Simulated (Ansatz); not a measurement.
Ansatz (a quantum-chemistry and plane-wave program) input:

Ansatz 0.2 input:
```yaml
crystal:
  lattice:
    - [4.0274978288, 0.0, 0.0]
    - [-2.0137489144, 3.4879154334, 0.0]
    - [0.0, 0.0, 3.8755371453]
  atoms:
    - { symbol: Y, position: [0.0, 0.0, 0.0] }
    - { symbol: Si, position: [0.3333333333, 0.6666666667, 0.5] }
    - { symbol: Si, position: [0.6666666667, 0.3333333333, 0.5] }
kpoints:
  mp_grid: { grid: [25, 25, 22] }
hamiltonian:
  xc: lda
  pseudopotentials: { kind: paw }
scf:
  occupations: { method: fermi_dirac, width: 0.1 }
elastic: { mode: relaxed_ion, stencil: two_point, amplitude: 0.005, f_tol: 0.0005 }
```

Output (shortened):

```
Pseudopotential: Y, paw, valence charge 11
Pseudopotential: Si, paw, valence charge 4
Functional definition: SPW92
Crystal: 3 atoms, lattice volume = 54.442 Å³
Basis set: ecut = 420 eV, 1081 PW (Γ)
Bands: 14, of which v1, the nominal top of the filled ones, is band 10 counted from 1 (9 counted from 0)
Symmetry: 24 space group operations
Space group: P6/mmm (ITA 191), of the structure as read, at distance tolerance 3.8e-5 Å
k-points: 780 of 13750
SCF 1 converged in 9 iterations: F = -4964.759445 eV  dr2 = 6.09e-14
Crystal: 3 atoms, lattice volume = 54.170 Å³
Basis set: ecut = 420 eV, 1065 PW (Γ)
Symmetry: 8 space group operations
k-points: 2028 of 13750
SCF 2 converged in 9 iterations: F = -4964.758490 eV  dr2 = 6.79e-14
relax step   1: F+E_penalty+E_count = -4964.75849013 eV  Δ(F+E_penalty+E_count) = +0.000e0 eV  max|allowed force component| = 3.837e-2 eV/Å  Δτ_max = 0.0000 Å  (9 SCF iters, accepted)
Crystal: 3 atoms, lattice volume = 54.170 Å³
SCF 3 converged in 7 iterations: F = -4964.758544 eV  dr2 = 1.75e-14
relax step   2: F+E_penalty+E_count = -4964.75854420 eV  Δ(F+E_penalty+E_count) = -5.408e-5 eV  max|allowed force component| = 2.045e-2 eV/Å  Δτ_max = 0.0009 Å  (7 SCF iters, accepted)
Crystal: 3 atoms, lattice volume = 54.170 Å³
SCF 4 converged in 7 iterations: F = -4964.758566 eV  dr2 = 2.88e-14
relax step   3: F+E_penalty+E_count = -4964.75856557 eV  Δ(F+E_penalty+E_count) = -2.137e-5 eV  max|allowed force component| = 1.026e-4 eV/Å  Δτ_max = 0.0010 Å  (7 SCF iters, accepted)
Crystal: 3 atoms, lattice volume = 54.170 Å³
SCF 5 converged in 2 iterations: F = -4964.758566 eV  dr2 = 3.36e-15
Crystal: 3 atoms, lattice volume = 54.714 Å³
SCF 6 converged in 10 iterations: F = -4964.759206 eV  dr2 = 7.56e-16
relax step   1: F+E_penalty+E_count = -4964.75920584 eV  Δ(F+E_penalty+E_count) = +0.000e0 eV  max|allowed force component| = 3.605e-2 eV/Å  Δτ_max = 0.0000 Å  (10 SCF iters, accepted)
Crystal: 3 atoms, lattice volume = 54.714 Å³
SCF 7 converged in 7 iterations: F = -4964.759275 eV  dr2 = 6.88e-14
relax step   2: F+E_penalty+E_count = -4964.75927452 eV  Δ(F+E_penalty+E_count) = -6.869e-5 eV  max|allowed force component| = 1.336e-3 eV/Å  Δτ_max = 0.0018 Å  (7 SCF iters, accepted)
Crystal: 3 atoms, lattice volume = 54.714 Å³
SCF 8 converged in 6 iterations: F = -4964.759275 eV  dr2 = 1.58e-14
relax step   3: F+E_penalty+E_count = -4964.75927462 eV  Δ(F+E_penalty+E_count) = -9.511e-8 eV  max|allowed force component| = 6.570e-6 eV/Å  Δτ_max = 0.0001 Å  (6 SCF iters, accepted)
Crystal: 3 atoms, lattice volume = 54.714 Å³
SCF 9 converged in 2 iterations: F = -4964.759275 eV  dr2 = 3.03e-15
Crystal: 3 atoms, lattice volume = 54.170 Å³
Basis set: ecut = 420 eV, 1057 PW (Γ)
SCF 10 converged in 7 iterations: F = -4964.759248 eV  dr2 = 7.10e-14
Crystal: 3 atoms, lattice volume = 54.714 Å³
SCF 11 converged in 6 iterations: F = -4964.758426 eV  dr2 = 1.35e-14
Crystal: 3 atoms, lattice volume = 54.442 Å³
Basis set: ecut = 420 eV, 1069 PW (Γ)
Symmetry: 4 space group operations
k-points: 3588 of 13750
SCF 12 converged in 9 iterations: F = -4964.759195 eV  dr2 = 7.21e-15
relax step   1: F+E_penalty+E_count = -4964.75919457 eV  Δ(F+E_penalty+E_count) = +0.000e0 eV  max|allowed force component| = 3.165e-4 eV/Å  Δτ_max = 0.0000 Å  (9 SCF iters, accepted)
Crystal: 3 atoms, lattice volume = 54.442 Å³
SCF 13 converged in 2 iterations: F = -4964.759195 eV  dr2 = 1.67e-15
Crystal: 3 atoms, lattice volume = 54.442 Å³
SCF 14 converged in 9 iterations: F = -4964.759195 eV  dr2 = 7.16e-15
relax step   1: F+E_penalty+E_count = -4964.75919457 eV  Δ(F+E_penalty+E_count) = +0.000e0 eV  max|allowed force component| = 3.165e-4 eV/Å  Δτ_max = 0.0000 Å  (9 SCF iters, accepted)
Crystal: 3 atoms, lattice volume = 54.442 Å³
SCF 15 converged in 2 iterations: F = -4964.759195 eV  dr2 = 1.66e-15
SCF converged after 9 iterations
Free energy (F): -4964.759445 eV
Harris-Foulkes:  -4964.759445 eV  (|F-HF|=0.00e0)
Internal energy: -4964.703820 eV  (E = F + TS)
E sigma→0 (E₀):  -4964.731632 eV
Entropy (-TS):   -0.055626 eV (-18.542 meV/atom)
Fermi energy:    11.381225 eV
--- Per-component energies (eV) ---
  E_band       = -58.445652
  E_kinetic    = 393.345889
  E_local      = -590.363803  (includes V_loc(G=0)·N_el)
  E_nonlocal   = 107.737563
  E_hartree    = 195.530567
  E_xc         = -285.248250
  E_vxc        = -297.915058  (∫ρ·V_xc dr)
  E_paw        = -3696.661154  (= ΣΔE_a)
  E_vpaw       = -62.311393  (= ΣTr[D̂ρ^β])
  E_aug_tail   = 0.000013  (compensation charges beyond the density's cutoff)
  E_ewald      = -1089.542892
  E_core_change = 0.498247  (= ΣΔE_core)
  E_smearing   = -0.055626  (= −TS)
  E_closure    = 0.000000  (closes the sum)
  Σ components = -4964.759445   (vs F -4964.759445, Δ=0.00e0)
--- Forces (eV/Å), atoms counted from 1 ---
  atom   1  Y      0.00000000     0.00000000     0.00000000
  atom   2  Si     0.00000000     0.00000000     0.00000000
  atom   3  Si     0.00000000     0.00000000     0.00000000
  max |Σ_I F_I| component: 1.85e-17 eV/Å
--- Stress (GPa, compression-positive) ---
        0.205058       0.000000       0.000000
        0.000000       0.205058       0.000000
        0.000000       0.000000      -0.244670
  P = ⅓ Tr σ = 0.0551 GPa (0.551 kbar)
--- Band table (eV; the first three rows and the last of 780) ---
  k-point 0: bands = ["-30.9828", "-11.0562", "-11.0394", "-11.0394", "-0.9356", "7.8169", "7.8169", "9.3211", "9.8558", "10.2114", "12.4490", "12.4490", "13.9847", "13.9847"]
  k-point 1: bands = ["-30.9826", "-11.0613", "-11.0390", "-11.0390", "-0.9163", "7.8311", "7.8311", "8.9952", "10.1656", "10.2272", "12.3048", "12.3048", "14.1665", "14.1665"]
  k-point 2: bands = ["-30.9819", "-11.0762", "-11.0377", "-11.0377", "-0.8592", "7.8731", "7.8731", "8.4872", "10.2745", "10.6317", "11.9914", "11.9914", "14.5928", "14.5928"]
  k-point 779: bands = ["-30.9598", "-11.2174", "-11.1498", "-11.1352", "2.1763", "2.4877", "6.4258", "8.2419", "8.3440", "12.7919", "13.7120", "14.1948", "15.6565", "15.7261"]
--- Elastic constants: 3 strain directions × 2 members + reference (group order 24) ---
  dense FFT box of the reference and of every strained cell: 30×30×27
  strains applied: 11, 33, 23; error gains …
  C = ∂σ_k/∂η_j (tension-positive GPa; Voigt order 11 22 33 23 13 12):
       123.585    128.176     57.991      0.000      0.000      0.000
       128.176    123.585     57.991      0.000      0.000      0.000
        57.547     57.547    142.970      0.000      0.000      0.000
         0.000      0.000      0.000     58.768      0.000      0.000
         0.000      0.000      0.000      0.000     58.768      0.000
         0.000      0.000      0.000      0.000      0.000     -2.295
  reference stress σ⁰ (GPa):     -0.205     -0.205      0.245      0.000      0.000      0.000
  moduli (Voigt/Reuss/Hill, GPa): K = 97.51/95.62/96.56   G = 32.81/-6.12/13.35   E = 38.28   ν = 0.434
  mechanically stable: NO (min eigenvalue of sym C = -4.59 GPa)
  strain η (Voigt 11):  stress-route row diagonal C_11 = 123.59 GPa, energy-path curvature d²(F+E_count+ΔE)/dδ²/Ω₀ = 123.53 GPa
         δ    σ_11 (GPa)             F (eV)   n_scf  n_hpsi   n_pw
    -5.000e-3      -0.8333       -4964.7585656       2  291142   1083   relax 3 steps, max|allowed force component| 1.03e-4 eV/Å
     5.000e-3       0.4025       -4964.7592746       2  291843   1091   relax 3 steps, max|allowed force component| 6.57e-6 eV/Å
  strain η (Voigt 33):  stress-route row diagonal C_33 = 142.97 GPa, energy-path curvature d²(F+E_count+ΔE)/dδ²/Ω₀ = 142.96 GPa
         δ    σ_33 (GPa)             F (eV)   n_scf  n_hpsi   n_pw
    -5.000e-3      -0.4770       -4964.7592482       7  207280   1081   relax 0 steps, max|allowed force component| 3.58e-16 eV/Å
     5.000e-3       0.9527       -4964.7584258       6  180385   1089   relax 0 steps, max|allowed force component| 5.74e-16 eV/Å
  strain η (Voigt 23):  stress-route row diagonal C_44 = 58.77 GPa, energy-path curvature d²(F+E_count+ΔE)/dδ²/Ω₀ = 58.77 GPa
         δ    σ_23 (GPa)             F (eV)   n_scf  n_hpsi   n_pw
    -5.000e-3      -0.2938       -4964.7591946       2  513097   1084   relax 1 steps, max|allowed force component| 3.17e-4 eV/Å
     5.000e-3       0.2938       -4964.7591946       2  513422   1084   relax 1 steps, max|allowed force component| 3.17e-4 eV/Å
```

Cost: very roughly 17 core-minutes on shared cores.

Its axis ratio c/a = 0.96 departs by over 6 % from that of the usual cell of this phase: another minimum, or an error of the functional. The cell was relaxed with LDA under the symmetry of its start. At this level the phase is mechanically unstable. No spin polarisation was allowed. As this level gives no gap, shear constants depend on the k-mesh and smearing (Fermi–Dirac, 0.1 eV here). Spin–orbit coupling is left out wherever it is not named.

Potentials: the later of the program's two PAW sets.

Ansatz is a plane-wave DFT program.
